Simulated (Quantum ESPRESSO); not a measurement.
## Ga3SiCN3 (finding a planted mistake in a log)

Computed values, not a measurement. The program is pw.x of Quantum ESPRESSO 7.5 (plane-wave density functional theory). The cell is made up: 8 atoms on a wurtzite lattice, with randomly drawn elements, strain and displacements, not relaxed. PseudoDojo standard norm-conserving files (v0.5 for PBE, v0.4.1 for LDA and PBEsol) set the functional; there is no spin polarisation, spin-orbit coupling or dispersion term, and the masses in the input are unused placeholders.

Intended input:

```
&control calculation='scf', pseudo_dir='./dojo.nc.sr.pbe.v0_5.standard.upf', outdir='./o', disk_io='low', tprnfor=.true., tstress=.true. /
&system ibrav=0, nat=8, ntyp=4, nbnd=37, ecutwfc=84.00895049, nosym=.true., tot_charge=0,
 occupations='smearing', smearing='fd', degauss=0.0018374661
/
&electrons conv_thr=7.350e-09, electron_maxstep=60, /
ATOMIC_SPECIES
C 1.0 C.upf
Ga 1.0 Ga.upf
N 1.0 N.upf
Si 1.0 Si.upf
CELL_PARAMETERS angstrom
3.2995 0.0029 0.0054
0.0051 5.7198 -0.0143
0.0088 -0.0135 5.4222
ATOMIC_POSITIONS angstrom
Ga 0.0069 -0.0028 -0.0384
Ga 1.6442 2.9098 0.018
Si 1.6548 0.9278 2.7424
Ga 0.0417 3.8049 2.7162
C -0.0167 0.0388 2.0019
N 1.6367 2.8203 2.0338
N 1.6098 1.0259 4.7554
N 0.0262 3.8172 4.7579
K_POINTS automatic
5 4 4 1 1 1
```

The log is shortened where brackets say so; the opening notice, blank lines, dates and the lines on written files are dropped, and the path of the files is cut. It prints rydbergs, bohrs and kilobars, and counts compression as positive stress. Where no state is partly filled, the Fermi energy that it prints is only some level between the filled and the empty states on the mesh, and need not lie in the true gap.

Log of the intended run:

```
     Program PWSCF v.7.5
     Parallel version (MPI & OpenMP), running on       4 processor cores
     Number of MPI processes:                 4
     Threads/MPI process:                     1
     [start-up lines left out]
     bravais-lattice index     =            0
     lattice parameter (alat)  =       6.2352  a.u.
     unit-cell volume          =     690.5528 (a.u.)^3
     number of atoms/cell      =            8
     number of atomic types    =            4
     number of electrons       =        62.00
     number of Kohn-Sham states=           37
     kinetic-energy cutoff     =      84.0090  Ry
     charge density cutoff     =     336.0358  Ry
     scf convergence threshold =      7.3E-09
     mixing beta               =       0.7000
     number of iterations used =            8  plain     mixing
     Exchange-correlation= PBE
                           (   1   4   3   4   0   0   0)
     [axes and pseudopotential details left out]
   Cartesian axes
     site n.     atom                  positions (alat units)
         1        Ga     tau(   1) = (   0.0020912  -0.0008486  -0.0116381  )
         2        Ga     tau(   2) = (   0.4983171   0.8818897   0.0054554  )
         3        Si     tau(   3) = (   0.5015297   0.2811936   0.8311548  )
         4        Ga     tau(   4) = (   0.0126383   1.1531727   0.8232142  )
         5        C      tau(   5) = (  -0.0050614   0.0117593   0.6067272  )
         6        N      tau(   6) = (   0.4960440   0.8547644   0.6163954  )
         7        N      tau(   7) = (   0.4878913   0.3109254   1.4412462  )
         8        N      tau(   8) = (   0.0079406   1.1569006   1.4420039  )
     number of k points=    40  Fermi-Dirac smearing, width (Ry)=  0.0018
                       cart. coord. in units 2pi/alat
        k(    1) = (   0.0998122   0.0722083   0.0760825), wk =   0.0500000
        k(    2) = (   0.0995629   0.0725889   0.2282134), wk =   0.0500000
     [further k points left out]
     Dense  grid:    71837 G-vectors     FFT dimensions: (  40,  64,  60)
     Estimated max dynamical RAM per process >     143.48 MB
     Estimated total dynamical RAM >     521.30 MB
     Initial potential from superposition of free atoms
     starting charge      61.9913, renormalised to      62.0000
     Starting wfcs are   47 randomized atomic wfcs
     total cpu time spent up to now is        2.2 secs
     per-process dynamical memory:   105.9 Mb
     Self-consistent Calculation
     iteration #  1     ecut=    84.01 Ry     beta= 0.70
     Davidson diagonalization with overlap
     ethr =  1.00E-02,  avg # of iterations =  3.0
     total cpu time spent up to now is        5.2 secs
     total energy              =    -540.88289845 Ry
     estimated scf accuracy    <       1.87059340 Ry
     iteration #  2     ecut=    84.01 Ry     beta= 0.70
     Davidson diagonalization with overlap
     ethr =  3.02E-03,  avg # of iterations =  3.2
     total cpu time spent up to now is        8.2 secs
     total energy              =    -541.39939574 Ry
     estimated scf accuracy    <       1.99490957 Ry
     [iterations 3 to 11 left out]
     iteration # 12     ecut=    84.01 Ry     beta= 0.70
     Davidson diagonalization with overlap
     ethr =  1.07E-10,  avg # of iterations =  4.9
     total cpu time spent up to now is       37.4 secs
     total energy              =    -541.74798056 Ry
     estimated scf accuracy    <       0.00000004 Ry
     iteration # 13     ecut=    84.01 Ry     beta= 0.70
     Davidson diagonalization with overlap
     ethr =  7.24E-11,  avg # of iterations =  2.0
     total cpu time spent up to now is       39.9 secs
     End of self-consistent calculation
     [lines on levels left out]
     the Fermi energy is    10.1584 ev
!    total energy              =    -541.74798056 Ry
     estimated scf accuracy    <          3.2E-09 Ry
     smearing contrib. (-TS)   =       0.00000000 Ry
     internal energy E=F+TS    =    -541.74798056 Ry
     The total energy is F=E-TS. E is the sum of the following terms:
     one-electron contribution =    -216.33172325 Ry
     hartree contribution      =     160.66315980 Ry
     xc contribution           =    -151.21296705 Ry
     ewald contribution        =    -334.86645007 Ry
     convergence has been achieved in  13 iterations
     Forces acting on atoms (cartesian axes, Ry/au):
     atom    1 type  2   force =    -0.01329482    0.02008918    0.01607261
     atom    2 type  2   force =     0.00589499   -0.00517632   -0.00032676
     atom    3 type  4   force =    -0.01212268    0.02424053   -0.02527910
     atom    4 type  2   force =    -0.01707300    0.01135471   -0.00633615
     atom    5 type  1   force =     0.00821982    0.03847717    0.07699785
     atom    6 type  3   force =     0.01664494   -0.05878004    0.04104982
     atom    7 type  3   force =     0.02078274   -0.02428582   -0.09553726
     atom    8 type  3   force =    -0.00905199   -0.00591940   -0.00664099
     Total force =     0.161055     Total SCF correction =     0.000080
     Computing stress (Cartesian axis) and pressure
          total   stress  (Ry/bohr**3)                   (kbar)     P=     -160.85
  -0.00105359  -0.00002311  -0.00002908         -154.99       -3.40       -4.28
  -0.00002311  -0.00102075   0.00005069           -3.40     -150.16        7.46
  -0.00002908   0.00005069  -0.00120601           -4.28        7.46     -177.41
     init_run     :      2.05s CPU      2.16s WALL (       1 calls)
     electrons    :     37.35s CPU     37.68s WALL (       1 calls)
     forces       :      0.45s CPU      0.45s WALL (       1 calls)
     stress       :      1.49s CPU      1.49s WALL (       1 calls)
     [timing details left out]
     PWSCF        :     41.42s CPU     41.88s WALL
     JOB DONE.
```

A second run was made from an input with one planted mistake. Its log:

```
     Program PWSCF v.7.5
     Parallel version (MPI & OpenMP), running on       4 processor cores
     Number of MPI processes:                 4
     Threads/MPI process:                     1
     [start-up lines left out]
     bravais-lattice index     =            0
     lattice parameter (alat)  =       6.2352  a.u.
     unit-cell volume          =     690.5528 (a.u.)^3
     number of atoms/cell      =            8
     number of atomic types    =            4
     number of electrons       =        62.00
     number of Kohn-Sham states=           37
     kinetic-energy cutoff     =      84.0090  Ry
     charge density cutoff     =     336.0358  Ry
     scf convergence threshold =      2.9E-02
     mixing beta               =       0.7000
     number of iterations used =            8  plain     mixing
     Exchange-correlation= PBE
                           (   1   4   3   4   0   0   0)
     [axes and pseudopotential details left out]
   Cartesian axes
     site n.     atom                  positions (alat units)
         1        Ga     tau(   1) = (   0.0020912  -0.0008486  -0.0116381  )
         2        Ga     tau(   2) = (   0.4983171   0.8818897   0.0054554  )
         3        Si     tau(   3) = (   0.5015297   0.2811936   0.8311548  )
         4        Ga     tau(   4) = (   0.0126383   1.1531727   0.8232142  )
         5        C      tau(   5) = (  -0.0050614   0.0117593   0.6067272  )
         6        N      tau(   6) = (   0.4960440   0.8547644   0.6163954  )
         7        N      tau(   7) = (   0.4878913   0.3109254   1.4412462  )
         8        N      tau(   8) = (   0.0079406   1.1569006   1.4420039  )
     number of k points=    40  Fermi-Dirac smearing, width (Ry)=  0.0018
                       cart. coord. in units 2pi/alat
        k(    1) = (   0.0998122   0.0722083   0.0760825), wk =   0.0500000
        k(    2) = (   0.0995629   0.0725889   0.2282134), wk =   0.0500000
     [further k points left out]
     Dense  grid:    71837 G-vectors     FFT dimensions: (  40,  64,  60)
     Estimated max dynamical RAM per process >     143.48 MB
     Estimated total dynamical RAM >     521.30 MB
     Initial potential from superposition of free atoms
     starting charge      61.9913, renormalised to      62.0000
     Starting wfcs are   47 randomized atomic wfcs
     total cpu time spent up to now is        2.3 secs
     per-process dynamical memory:   111.0 Mb
     Self-consistent Calculation
     iteration #  1     ecut=    84.01 Ry     beta= 0.70
     Davidson diagonalization with overlap
     ethr =  1.00E-02,  avg # of iterations =  3.0
     total cpu time spent up to now is        5.3 secs
     total energy              =    -540.88289845 Ry
     estimated scf accuracy    <       1.87059340 Ry
     iteration #  2     ecut=    84.01 Ry     beta= 0.70
     Davidson diagonalization with overlap
     ethr =  3.02E-03,  avg # of iterations =  3.2
     total cpu time spent up to now is        8.2 secs
     total energy              =    -541.39939574 Ry
     estimated scf accuracy    <       1.99490957 Ry
     iteration #  3     ecut=    84.01 Ry     beta= 0.70
     Davidson diagonalization with overlap
     ethr =  3.02E-03,  avg # of iterations =  2.0
     total cpu time spent up to now is       10.7 secs
     total energy              =    -541.72484759 Ry
     estimated scf accuracy    <       0.05344736 Ry
     iteration #  4     ecut=    84.01 Ry     beta= 0.70
     Davidson diagonalization with overlap
     ethr =  8.62E-05,  avg # of iterations =  5.6
     total cpu time spent up to now is       14.2 secs
     End of self-consistent calculation
     [lines on levels left out]
     the Fermi energy is    10.2896 ev
!    total energy              =    -541.74539675 Ry
     estimated scf accuracy    <       0.00653706 Ry
     smearing contrib. (-TS)   =      -0.00000000 Ry
     internal energy E=F+TS    =    -541.74539675 Ry
     The total energy is F=E-TS. E is the sum of the following terms:
     one-electron contribution =    -216.20310302 Ry
     hartree contribution      =     160.55617156 Ry
     xc contribution           =    -151.23201523 Ry
     ewald contribution        =    -334.86645007 Ry
     convergence has been achieved in   4 iterations
     Forces acting on atoms (cartesian axes, Ry/au):
     atom    1 type  2   force =    -0.01251997    0.01763462    0.01583773
     atom    2 type  2   force =     0.00600496   -0.00292795   -0.00279115
     atom    3 type  4   force =    -0.01187197    0.02645663   -0.02496251
     atom    4 type  2   force =    -0.01638654    0.00528552   -0.00796255
     atom    5 type  1   force =     0.00775309    0.03989048    0.07904057
     atom    6 type  3   force =     0.01660149   -0.05849021    0.04501158
     atom    7 type  3   force =     0.01998546   -0.02624657   -0.09661062
     atom    8 type  3   force =    -0.00956652   -0.00160252   -0.00756306
     Total force =     0.163675     Total SCF correction =     0.170820
     SCF correction compared to forces is large: reduce conv_thr to get better values
     Computing stress (Cartesian axis) and pressure
          total   stress  (Ry/bohr**3)                   (kbar)     P=     -148.28
  -0.00093430  -0.00002144  -0.00002474         -137.44       -3.15       -3.64
  -0.00002144  -0.00095195   0.00005773           -3.15     -140.04        8.49
  -0.00002474   0.00005773  -0.00113774           -3.64        8.49     -167.37
     init_run     :      2.08s CPU      2.16s WALL (       1 calls)
     electrons    :     11.78s CPU     11.94s WALL (       1 calls)
     forces       :      0.49s CPU      0.50s WALL (       1 calls)
     stress       :      1.55s CPU      1.55s WALL (       1 calls)
     [timing details left out]
     PWSCF        :     16.05s CPU     16.32s WALL
     JOB DONE.
```

Question: what was wrong in the second input?

Answer: the self-consistency threshold is too loose. The input lines that differ, file-writing options aside:

```
- &electrons conv_thr=7.350e-09, electron_maxstep=60, /
+ &electrons conv_thr=2.940e-02, electron_maxstep=60, /
```

|  | intended run | run with the mistake |
| --- | --- | --- |
| free energy (eV) | -7370.857 | -7370.822 |
| smearing term -TS (eV) | 0.0000 | 0.0000 |
| pressure (GPa) | -16.09 | -14.83 |
| largest force component (eV/Å) | 2.456 | 2.484 |
| largest change of a force component (eV/Å) |  | 0.156 |
| iterations | 13 | 4 |

For scale, a rerun of the intended cell at 1437 eV and a 7 x 6 x 6 mesh moved values by no more than 0.011 eV in energy, 0.07 GPa in stress and 0.010 eV/Å in force.